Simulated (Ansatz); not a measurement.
Computed with Ansatz 0.2.0, DFT PBE, scalar-relativistic, plane waves, PAW. All cells share a 420 eV cutoff and Γ-centred k meshes spaced at most about 0.3 Å⁻¹ (about 0.25 or finer for metals, 2π included). No spin polarisation in the final relaxations.

Temperature and zero-point effects are left out.

Compare these two cells of In₃SbTe₂, each relaxed at this level.

A.

```cif
data_structure
_symmetry_space_group_name_H-M 'Immm'
_symmetry_Int_Tables_number 71
_cell_length_a 4.4178
_cell_length_b 6.2048
_cell_length_c 13.2185
_cell_angle_alpha 90.000
_cell_angle_beta 90.000
_cell_angle_gamma 90.000
_cell_volume 362.34
loop_
_atom_site_label
_atom_site_type_symbol
_atom_site_symmetry_multiplicity
_atom_site_Wyckoff_symbol
_atom_site_fract_x
_atom_site_fract_y
_atom_site_fract_z
_atom_site_occupancy
In1 In 2 a 0.00000 0.00000 0.00000 1
In2 In 4 i 0.00000 0.00000 0.65928 1
Sb1 Sb 2 d 0.00000 0.50000 0.00000 1
Te1 Te 4 j 0.00000 0.50000 0.67218 1
```

B.

```cif
data_structure
_symmetry_space_group_name_H-M 'P-3m1'
_symmetry_Int_Tables_number 164
_cell_length_a 4.4108
_cell_length_b 4.4108
_cell_length_c 10.7709
_cell_angle_alpha 90.000
_cell_angle_beta 90.000
_cell_angle_gamma 120.000
_cell_volume 181.47
loop_
_atom_site_label
_atom_site_type_symbol
_atom_site_symmetry_multiplicity
_atom_site_Wyckoff_symbol
_atom_site_fract_x
_atom_site_fract_y
_atom_site_fract_z
_atom_site_occupancy
In1 In 1 b 0.00000 0.00000 0.50000 1
In2 In 2 d 0.33333 0.66667 0.15510 1
Sb1 Sb 1 a 0.00000 0.00000 0.00000 1
Te1 Te 2 d 0.33333 0.66667 0.66983 1
```

Question: Which arrangement of the elements on these sites is preferred, and by what margin?

Answer: A is lower, by 8 meV/atom. The two share one framework of sites and differ in which element sits where. A has space group Immm (No. 71), 30.2 Å³/atom and no gap on its mesh; B has space group P-3m1 (No. 164), 30.2 Å³/atom and no gap. Counting Sb or Te atoms around In (for each partner element, those within 1.25 times its shortest distance or 1.15 times the sum of covalent radii, where it is the nearest in units of that sum or under 1.3), A and B both have In 6. Origin: A is a Materials Project cell, relaxed; B is a Materials Project cell, relaxed.

For metals, differences of a few meV/atom aren't resolved. Spin–orbit coupling, which can matter for Sb and Te, is left out.
